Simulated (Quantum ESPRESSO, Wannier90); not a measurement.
**Wannier functions of Te (C2/m)**

```yaml
crystal:
  lattice:
    - [3.82029, -2.14820, 0.00000]
    - [3.82029, 2.14820, 0.00000]
    - [-0.09429, 0.00000, 5.97609]
  atoms:
    - { symbol: Te, position: [0.69055, 0.69055, 0.66119] }
    - { symbol: Te, position: [0.30945, 0.30945, 0.33881] }
    - { symbol: Te, position: [0.00000, 0.00000, 0.00000] }
```

Structure: Materials Project mp-570459, symmetrised, not relaxed again. Not found in the COD (Crystallography Open Database) copy used, which has the formula in other groups; not checked further. Method: LDA plane waves in Quantum ESPRESSO 7.5 (PseudoDojo norm-conserving files, 66 Ry, no spin polarisation, no spin-orbit coupling), Bloch states on a 8×8×6 mesh through Γ, Wannier90 4.0.1. Density: 8×8×6 mesh, cold smearing 0.01 Ry. Spin-orbit coupling is left out although heavy elements are present.

The plane-wave run has 36 bands and 48 electrons a cell. On the energy scale of pw.x, whose zero is arbitrary, the Fermi level lies at 9.34 eV.

Isolated groups of bands, relative to the Fermi level (bands from 19 on overlap up to the last one computed):

| bands | from (eV) | to (eV) | filling | weight on atomic waves |
|---|---|---|---|---|
| 1–15 | -37.36 | -36.96 | filled | Te 4d 100 % |
| 16–18 | -13.72 | -8.48 | filled | Te 5s 89 %, Te 5p 11 % |

Input w.win, without the blocks of cell, atoms and k-points (384 lines):

```
num_bands = 21
num_wann = 12
exclude_bands = 1-15
num_iter = 800
conv_tol = 1.0e-6
conv_window = 4
dis_num_iter = 1000
dis_conv_tol = 1.0e-6
dis_froz_max = 12.84
write_hr = true
write_u_matrices = true
begin projections
f=-0.32252,-0.30038,-0.33912: s;p
f=0.29964,0.31307,0.33318: s;p
f=-0.01234,0.00282,-0.00191: s;p
end projections
mp_grid = 8 8 6
```

wannier90.x stops with:
```
dis_windows: More states in the frozen window than target WFs
```
At some k-point more bands lie below dis_froz_max than there are Wannier functions, and every frozen state has to fit into the subspace. Mended as below, all else unchanged, the run goes through (Ω_I = 18.2 Å²) and follows the plane-wave bands to 1.8 meV rms (states up to 1.0 eV relative to the Fermi level).
```
dis_froz_max = 10.84
```
